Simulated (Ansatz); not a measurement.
**Perovskite alloy of KMgF3 and KZnF3 (4 of 8 Mg sites exchanged), 40 atoms**

Ansatz, PAW, plane waves. PBEsol relaxation of volume and atoms (shape held) at the single k point (¼, ¼, ¼) without its symmetry partners; single points on the relaxed atoms at the Γ point alone, onto which points of the small cell's zone fold. Arrangement: quasirandom. No spin–orbit coupling unless named.

Relaxed structure:

```
CELL_PARAMETERS angstrom
8.04545 0.00000 0.00000
0.00000 8.04545 0.00000
0.00000 0.00000 8.04545
ATOMIC_POSITIONS crystal
K 0.99980 0.00086 0.00030
K 0.99980 0.00088 0.50031
K 0.99981 0.50060 0.00032
K 0.99983 0.50058 0.50032
K 0.50008 0.00085 0.00029
K 0.50009 0.00084 0.50028
K 0.50011 0.50056 0.00030
K 0.50010 0.50056 0.50029
Mg 0.24995 0.25072 0.25031
Mg 0.24995 0.75073 0.25032
Mg 0.24996 0.75073 0.75032
Mg 0.74996 0.75071 0.75028
Zn 0.24995 0.25073 0.75032
Zn 0.74996 0.25072 0.25028
Zn 0.74995 0.25071 0.75028
Zn 0.74995 0.75071 0.25028
F 0.25027 0.25071 0.00311
F 0.24962 0.25073 0.49751
F 0.24984 0.75079 0.00032
F 0.25007 0.75067 0.50032
F 0.74980 0.25080 0.00028
F 0.75012 0.25063 0.50028
F 0.75006 0.75043 0.99749
F 0.74987 0.75100 0.50308
F 0.00292 0.25047 0.25021
F 0.00016 0.25077 0.75059
F 0.00288 0.75106 0.25048
F 0.00008 0.75067 0.75020
F 0.49698 0.25098 0.25038
F 0.49975 0.25065 0.74999
F 0.49702 0.75039 0.25013
F 0.49984 0.75078 0.75041
F 0.25022 0.00060 0.25035
F 0.24975 0.99780 0.75021
F 0.24969 0.50084 0.25030
F 0.25016 0.50365 0.75045
F 0.74960 0.00051 0.25001
F 0.74990 0.99774 0.75029
F 0.75028 0.50092 0.25052
F 0.75006 0.50369 0.75025
```

Question: What are the mean bond lengths by pair (pairs within 1.2 times the sum of covalent radii, less contacts 15 % beyond the pair's median; cation–cation pairs of compounds aside; long ionic contacts are cut short by that bound)?

Answer: F–K 2.845 ± 0.002 Å (standard deviation, 96 bonds); F–Mg 2.000 ± 0.012 Å (standard deviation, 24 bonds); F–Zn 2.023 ± 0.012 Å (standard deviation, 24 bonds).

Question: What gap lies between the top filled and the lowest empty level in the single points?

Answer: HSE06 7.33 eV (12 s on NVIDIA H100).
